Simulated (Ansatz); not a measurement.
Given:

CdS:
```
CELL_PARAMETERS angstrom
      0.00000     2.72673     2.72673
      2.72673     0.00000     2.72673
      2.72673     2.72673     0.00000
ATOMIC_POSITIONS crystal
  Cd 0.00000 0.00000 0.00000
  S  0.50000 0.50000 0.50000
```

This is the r²SCAN-relaxed structure.

Task: All from r²SCAN (plane waves, PAW; program Ansatz), unless another level is named. Estimate the Debye temperature from the elastic constants.

Result: 312 K.

Task: Predict the highest zone-centre frequency (without LO–TO term).

Result: 139 cm⁻¹.

Task: What about the elastic constants (relaxed ions, GPa)?

Result: C11 = 137, C12 = 55.2, C44 = 37.3.

Space group Fm-3m (rock salt). This is a known high-pressure phase of the composition, computed here at zero pressure and temperature. Symmetry was held in the r²SCAN relaxation; phonons on a q-mesh show no instability.

Potentials: the later of the program's two PAW sets.
